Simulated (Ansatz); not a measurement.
A plane-wave run on Ca6Mn2C6O

The input, for Ansatz 0.2.0 (plane waves, PAW):

```yaml
crystal:
  lattice:
    - [4.484728, 2.589261, 3.091073]
    - [-4.484728, 2.589261, 3.091073]
    - [0.0, -5.178511, 3.091073]
  atoms:
    - { symbol: Mn, position: [0.37701, 0.37701, 0.37701] }
    - { symbol: Mn, position: [0.62299, 0.62299, 0.62299] }
    - { symbol: Ca, position: [0.2045, 0.35709, 0.89291] }
    - { symbol: Ca, position: [0.89291, 0.2045, 0.35709] }
    - { symbol: Ca, position: [0.35709, 0.89291, 0.2045] }
    - { symbol: Ca, position: [0.7955, 0.64291, 0.10709] }
    - { symbol: Ca, position: [0.10709, 0.7955, 0.64291] }
    - { symbol: Ca, position: [0.64291, 0.10709, 0.7955] }
    - { symbol: C, position: [0.5355, 0.2818, 0.1568] }
    - { symbol: C, position: [0.1568, 0.5355, 0.2818] }
    - { symbol: C, position: [0.2818, 0.1568, 0.5355] }
    - { symbol: C, position: [0.4645, 0.7182, 0.8432] }
    - { symbol: C, position: [0.8432, 0.4645, 0.7182] }
    - { symbol: C, position: [0.7182, 0.8432, 0.4645] }
    - { symbol: O, position: [0.0, 0.0, 0.0] }
  symmetry: { tolerance: 0.0003 }
kpoints:
  mp_grid: { grid: [5, 5, 5], shift: [0, 0, 0] }
magnetization:
  spin_polarized: false
scf:
  occupations: { method: fermi_dirac }
  lower_state_search: "off"
  max_iter: 200
hamiltonian:
  pseudopotentials: { kind: paw }
  xc: pbe
basis:
  ecutwfc: 420
  fft_grid_basis: typed
output:
  forces: true
  stress: true
  eigenvalues: true
  bader: true
  populations: true
  elf: true
  write_potential: true
  volumetric_format: npy
  dos:
    e_range: [-12, 8]
    de: 0.05
    projected: { site_lists: { C: [C], Ca: [Ca], Mn: [Mn], O: [O] } }
checkpoint:
  read: saved_state
```

The saved state is an earlier solution for the same cell, perhaps on another mesh. 

Output (shortened):

```
SCF iter   1: F=—  Δρ=1.39e-3  dr2=4.62e-3
SCF iter   2: F=—  Δρ=7.16e-4  dr2=1.51e-3
SCF iter   3: F=—  Δρ=1.02e-4  dr2=6.48e-5
SCF iter   4: F=—  Δρ=5.56e-5  dr2=8.07e-6
SCF iter   5: F=—  Δρ=1.55e-5  dr2=8.84e-7
SCF iter   6: F=—  Δρ=8.88e-6  dr2=3.42e-7
SCF iter   7: F=-20770.8824 eV  Δρ=4.12e-6  dr2=4.96e-8
Free energy (F): -20770.8824 eV
Harris-Foulkes:  -20770.8824 eV  (|F-HF|=3.03e-8)
Internal energy: -20770.6393 eV  (E = F + TS)
E sigma→0 (E₀):  -20770.7608 eV
Entropy (-TS):   -0.2430 eV (-16.203 meV/atom)
Fermi energy:    9.3292 eV
--- Per-component energies (eV) ---
  E_band       = -1192.2294
  E_kinetic    = 2991.9468
  E_local      = -10007.6166  (includes V_loc(G=0)·N_el)
  E_nonlocal   = 1059.4938
  E_hartree    = 3789.3348
  E_xc         = -1421.9144
  E_vxc        = -1781.5251  (∫ρ·V_xc dr)
  E_paw        = -8486.1891  (= ΣΔE_a)
  E_vpaw       = -1033.2141  (= ΣTr[D̂ρ^β])
  E_aug_tail   = 0.0024  (compensation charges beyond the density's cutoff)
  E_ewald      = -8695.6971
  E_smearing   = -0.2430  (= −TS)
--- Forces (eV/Å), atoms counted from 1 ---
  atom   1  Mn     0.0000     0.0000    -0.7644
  atom   2  Mn     0.0000     0.0000     0.7644
  atom   3  Ca     0.4181    -0.5252    -0.4378
  atom   4  Ca     0.2458     0.6247    -0.4378
  atom   5  Ca    -0.6639    -0.0994    -0.4378
  atom   6  Ca    -0.4181     0.5252     0.4378
  atom   7  Ca    -0.2458    -0.6247     0.4378
  atom   8  Ca     0.6639     0.0994     0.4378
  atom   9  C     -1.2952    -1.4009     0.3025
  atom  10  C      1.8608    -0.4212     0.3025
  atom  11  C     -0.5656     1.8221     0.3025
  atom  12  C      1.2952     1.4009    -0.3025
  atom  13  C     -1.8608     0.4212    -0.3025
  atom  14  C      0.5656    -1.8221    -0.3025
  atom  15  O      0.0000     0.0000     0.0000
--- Stress (GPa, compression-positive) ---
        1.7080       0.0000       0.0000
        0.0000       1.7080       0.0000
        0.0000       0.0000      11.7029
  P = ⅓ Tr σ = 5.0396 GPa (50.396 kbar)
--- Löwdin populations: 15 sites ---
  site symbol       q [e]
     0     Mn     14.4788
     1     Mn     14.4788
     2     Ca      8.3777
     3     Ca      8.3777
     4     Ca      8.3777
     5     Ca      8.3777
     6     Ca      8.3777
     7     Ca      8.3777
     8      C      5.2410
     9      C      5.2410
    10      C      5.2410
    11      C      5.2410
    12      C      5.2410
    13      C      5.2410
    14      O      7.2476
  spilling = 0.0174 (of n_electrons = 120.0000)
```

Total energies depend on the potentials used, so only differences within one code and one set of settings carry meaning.

Origin: a known structure type with other elements, at an estimated volume, so it need not be a known compound. Caveats: no spin polarisation, so a magnetic state may lie lower; atoms or cell far from equilibrium.
